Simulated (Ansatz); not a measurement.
# Generalised stacking-fault energy along a line for W (bcc, W type)

Generalised stacking fault of W (bcc, W type) on the {211} plane. The cell below holds the perfect crystal with the plane normal along z; tilting its third vector by the shift puts one fault into each cell, between planes 1.30 Å apart, at fixed cell height.

```xyz
6
Lattice="2.7571 0.0000 0.0000 0.0000 4.5024 0.0000 0.0000 0.0000 7.7983" Properties=species:S:1:pos:R:3 pbc="T T T"
W      0.0000     0.0000     7.1485
W      1.8381     2.2512     0.6499
W      0.9190     0.0000     1.9496
W      0.0000     2.2512     3.2493
W      1.8381     0.0000     4.5490
W      0.9190     2.2512     5.8487
```

In-plane vectors a = (2.757, 0.000) Å, b = (0.000, 4.502) Å, area 12.41 Å². The shift is s times the vector a (length 2.757 Å), so s = 1 restores the start. The shift is rigid: no atom relaxes. γ = [E(shift) − E(0)] / area.

The numbers are results of PBE (plane waves to 420 eV, PAW, scalar-relativistic; Ansatz, a program for electronic structure), not measurements. k mesh 14×9×5 (Γ-centred), Fermi-Dirac smearing 0.05 eV. Energies are extrapolated to zero smearing. Compression counts positive. With partly filled bands, the k mesh leaves noise in γ, roughly 0.02 J/m² as judged from a few cases. Faults lie only 7.8 Å apart, and holding the cell height and the atoms raises γ above its relaxed value. Spin-orbit coupling is left out, though W is heavy. The PAW data are Ansatz's earlier set. W is run without spin polarisation. W was relaxed with its symmetry unable to fall. γ is measured from zero shift.

```
shift (Å)  γ (J/m²)  σ normal to the fault (GPa)
---------  --------  ---------------------------
0.000          0.00                          0.4
0.230          0.23                          1.6
0.460          0.82                          4.2
0.689          1.53                          7.0
0.919          2.02                          8.8
1.149          2.17                         10.3
1.379          2.10                         11.9
1.608          1.96                         13.1
1.838          1.73                         12.6
2.068          1.33                          9.3
2.298          0.75                          5.0
2.527          0.23                          1.8
```

Summary:

```
Property                                                                         Value
------------------------------------------------------------  ------------------------
Highest computed γ on the line                                               2.17 J/m²
Position of the highest point                                                s = 0.417
Local minima between the ends                                 no computed point is one
Steepest slope dγ/d(shift) before the first maximum (spline)                    32 GPa
```

The 12 points together took about 13 core-minutes (a rough figure).

(The slope of γ gives the shear force per area between the displaced halves; near zero shift its curvature is an elastic stiffness.)
